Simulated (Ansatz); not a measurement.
A scan (energy against volume; even scaling of the relaxed cell, symmetry kept) gave these values. Calculation: PBEsol (plane waves to 420 eV, PAW, scalar-relativistic; Ansatz, a first-principles code).

* **Bulk modulus B₀ (third-order Birch-Murnaghan fit)**: 88.6 GPa
* **Pressure derivative B₀′ (fit)**: 3.9
* **Equilibrium volume of the fit**: 19.50 Å³/atom

**Question.** Of these crystals, all scanned alike, which one is it?
A) CdTe (zinc blende)
B) Sc₃SnB (anti-perovskite)
C) CsSnI₃ (cubic perovskite)
D) MgO (rock salt)

**Answer.** B, Sc₃SnB (anti-perovskite). The others have, for the bulk modulus: CsSnI3 18.1 GPa, CdTe 41.3 GPa, MgO 157 GPa

All were relaxed with their symmetry unable to fall. At this level the bands of Sc3SnB touch or barely overlap. Sc3SnB is run without spin polarisation. Spin-orbit coupling is left out. This is a high-temperature form of CsSnI3.

(Under strain, the slope of the energy per volume gives the stress and its curvature an elastic modulus.)
